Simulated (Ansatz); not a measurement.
A trial structure of LiBe2F4 was built thus: Li between sheets of the MnO2 type, stage 2 (P1, No. 1) (host BeF2; sites filled 1 of 1). A sheet's type names the database crystal that the layer was cut from. Its size is a rough estimate.

```yaml
crystal:
  lattice:
    - [2.30283, 0.00000, 0.00000]
    - [-0.99526, 2.07665, 0.00000]
    - [0.00000, 0.00000, 8.54116]
  atoms:
    - { symbol: Li, position: [0.25009, 0.61363, 0.35248] }
    - { symbol: Be, position: [0.50000, 0.00000, 0.10350] }
    - { symbol: Be, position: [0.00000, 0.50000, 0.60146] }
    - { symbol: F, position: [0.24991, 0.38637, 0.00000] }
    - { symbol: F, position: [0.75009, 0.61363, 0.20700] }
    - { symbol: F, position: [0.25009, 0.11363, 0.49795] }
    - { symbol: F, position: [0.74991, 0.88637, 0.70496] }
```

Level of theory: Ansatz 0.2.0, DFT PBE+D3(BJ), scalar-relativistic, plane waves, PAW. Cutoff 420 eV, Gaussian smearing, Γ-centred meshes. Cell and atoms relax first on a coarse mesh and then on a finer one. In between, the cell is made exact in the group found at 0.06 Å. In metals the finer mesh still leaves noise of several meV/atom or more. The steps can't lower the symmetry of their start. No spin polarisation in the relaxation; trial moments died out in a coarse test.

A guess keeps its type if space group and coordination stay and the shape of the cell changes little (axis ratios within about 15 %, angles within 6°); the volume may change.

Task: Does this structure survive the relaxation?

Result: It doesn't keep its type. The symmetry goes from P1 (No. 1) to Cm (No. 8). At a tolerance of 0.15 Å it has R3m, and so small a departure can be an unfinished slide or mesh noise. The volume per atom grows by 89.1 %, from 5.8 to 11.0 Å³. The shortest distance goes from 1.53 Å (Be–F) to 1.76 Å (Be–F). Counting neighbours within 15 % of an atom's shortest distance, the start has Be 4, F 2/4, Li 4 and the end Be 6, F 3, Li 6. In detail, at the end Li has 6 Li at 2.63 Å and 2 F at 3.27–3.28 Å; Be on its first site has 6 F at 1.76–1.77 Å; F on its first site is surrounded by 3 Be at 1.76–1.77 Å; 4 more sites not described.

```xyz
7
Lattice="2.2795 -1.3157 0.0000 2.2795 1.3157 0.0000 -1.3818 0.0000 12.8796" Properties=species:S:1:pos:R:3 pbc="T T T"
Li    2.0465    0.0000    4.5387
Be    0.4655    0.0000    0.3677
Be    0.5820    0.0000    8.7121
F     2.1250    0.0000   12.3504
F     1.9878    0.0000    1.2646
F     2.1016    0.0000    7.8154
F    -0.9383    0.0000    9.6093
```

The last run used a 16×16×4 mesh (in the run's order of axes) for its 7-atom cell and Gaussian smearing of 0.10 eV. An odd number of electrons in the primitive cell allows no gap without spin; a larger cell or a magnetic state could open one. Symmetry constrained the relaxation, so the result can be a saddle point.

In counts of neighbours, a slash parts the counts of unlike sites.
